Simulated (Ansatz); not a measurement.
Given:

Lu$_{3}$TlC:
Space group Pm-3m (No. 221); a = b = c = 4.7497 Å, α = β = γ = 90.00°

| atom | site | symmetry | x | y | z |
|---|---|---|---|---|---|
| Lu | 3c | 4/mm.m | 0.0000 | 0.5000 | 0.5000 |
| Tl | 1a | m-3m | 0.0000 | 0.0000 | 0.0000 |
| C | 1b | m-3m | 0.5000 | 0.5000 | 0.5000 |

This is the r²SCAN-relaxed structure.

**Question.** All from r²SCAN in the plane-wave PAW code Ansatz, unless another level is named. Predict the electronic character.

**Answer.** metallic (no gap).

**Question.** What about the density of states at the Fermi level?

**Answer.** 0.05 states/eV per atom (mean over ±0.08 eV).

**Question.** Predict the formation energy from the elements (no fitted shifts).

**Answer.** -0.66 eV/atom.

The first step of the workflow began from a Materials Project structure, measured or hypothetical; the Crystallography Open Database copy checked does not list it. Its standing as an ambient phase is unchecked. Symmetry was held in the r²SCAN relaxation; whether a distortion lowers the energy is not shown. The references are the lowest solids computed at this level, not always the standard phases. Scalar-relativistic: spin–orbit coupling is off unless named, which matters more the heavier the elements.

Potentials: the later of the program's two PAW sets.
